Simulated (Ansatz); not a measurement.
NbTe₂:
```
CELL_PARAMETERS angstrom
      7.17191     1.79245     0.00000
     -7.17191     1.79245     0.00000
     -3.11194     0.00000     8.64991
ATOMIC_POSITIONS crystal
  Nb 0.00000 0.00000 0.00000
  Nb 0.63671 0.36329 0.28773
  Nb 0.36329 0.63671 0.71227
  Te 0.65116 0.34884 0.00768
  Te 0.34884 0.65116 0.99232
  Te 0.29736 0.70264 0.38100
  Te 0.70264 0.29736 0.61900
  Te 0.99970 0.00030 0.68993
  Te 0.00030 0.99970 0.31007
```

Relaxed with LDA. Special points in fractions of this cell's reciprocal vectors: Γ (0.000, 0.000, 0.000); C (0.268, 0.268, 0.000); C2 (-0.268, 0.732, 0.000); Y2 (-0.500, 0.500, 0.000); M2 (-0.500, 0.500, 0.500); D (-0.258, 0.742, 0.500); D2 (0.258, 0.258, 0.500); A (0.000, 0.000, 0.500); L2 (0.000, 0.500, 0.500); V2 (0.000, 0.500, 0.000).

Problem. List the band energies nearest the Fermi level at these points for LDA (plane waves, PAW; program Ansatz).

Solution. In eV from the Fermi level; about four levels below and three above (degenerate sets whole), none deeper than 8.9 eV; points with the same levels are listed once.

```tsv
k	below	above
Γ	-0.65 -0.53 -0.34 -0.07	0.24 0.80 0.84
C	-1.49 -1.17 -1.14 -0.47	1.20 1.54 1.89
Y2	-1.07 -0.85 -0.41 -0.10	0.10 0.45 0.69
M2	-0.91 -0.88 -0.61 -0.57	0.23 0.27 0.44
D	-1.53 -1.48 -0.92 -0.83	0.99 1.26 2.04
A	-0.78 -0.73 -0.10 -0.06	0.17 0.48 1.00
L2	-1.58 -1.48 -0.96 -0.67	0.68 1.54 1.89
V2	-1.55 -1.25 -0.77 -0.71	1.26 1.73 1.94
```

Space group C2/m. The workflow started from a Materials Project entry (that database holds measured and hypothetical structures alike); the Crystallography Open Database files this formula in space group No. 12, but the cells were not matched. Whether it is the stable phase at ambient conditions was not checked. The LDA relaxation kept the symmetry of its start; whether a distortion lowers the energy is not shown. No spin polarisation was allowed. A crystal of weakly bound layers computed without a dispersion correction: the cell and the soft elastic constants depend strongly on that. With an odd number of electrons in the cell and no spin polarisation, the count alone makes it a metal. Scalar-relativistic: spin–orbit coupling is off unless named, which matters more the heavier the elements.

Potentials: the later of the program's two PAW sets.
